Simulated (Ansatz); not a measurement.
## G0W0 run on LiF (Fm-3m)

These are results of G0W0@PBE, plasmon-pole screening, soft PAW set, first generation in Ansatz 0.2.0-dev, not measurements.

The input was:

```json
{
 "crystal": {"lattice": [[0.0, 2.005, 2.005], [2.005, 0.0, 2.005], [2.005, 2.005, 0.0]], "atoms": [{"symbol": "Li", "position": [0, 0, 0]}, {"symbol": "F", "position": [0.5, 0.5, 0.5]}]},
 "kpoints": {"mp_grid": {"grid": [6, 6, 6], "shift": [0, 0, 0]}},
 "hamiltonian": {"xc": "pbe", "pseudopotentials": {"kind": "paw"}},
 "scf": {"occupations": {"method": "fixed"}, "convergence": {"dr2_threshold": "1e-9 eV"}, "lower_state_search": "off"},
 "output": {"forces": false, "stress": false},
 "gw": {"n_empty_bands": 285, "ecut_chi": 280.0, "qp_bands": ["v1", "c1"], "qp_kpoints": [[0, 0, 0], [0, 0.5, 0.5], [0, 0, 0.5]], "ecutfock_ratio": 2}
}
```

The input is rewritten from the run's settings (development build, wave cutoff 420 eV).

Levels count from the highest filled Kohn-Sham level listed; ε_QP = ε_KS + Z(Σ − Vxc). VB is the top filled band, CB the lowest empty one. The wave cutoff came out at 420 eV.

| k | band | ε_KS (eV) | Σx − Vxc (eV) | Σc (eV) | Z | ε_QP (eV) |
| --- | --- | --- | --- | --- | --- | --- |
| Γ | VB | 0.00 | -7.78 | 4.42 | 0.82 | -2.77 |
| Γ | CB | 9.22 | 4.96 | -3.13 | 0.89 | 10.84 |
| L | VB | -0.23 | -7.86 | 4.42 | 0.82 | -3.06 |
| L | CB | 10.87 | 5.12 | -3.29 | 0.90 | 12.51 |
| X | VB | -1.01 | -8.01 | 4.37 | 0.82 | -4.01 |
| X | CB | 14.95 | 6.15 | -3.35 | 0.87 | 17.38 |

The gap (direct at Γ) opens from 9.22 eV to 13.62 eV.

Electronic (ion-clamped) dielectric constant on this mesh, from the head of the inverse dielectric matrix: 2.0.

Soft PAW datasets can miss an all-electron G0W0 gap by more than 5 %. Band sums or response are cut, so the gap isn't at its basis limit.
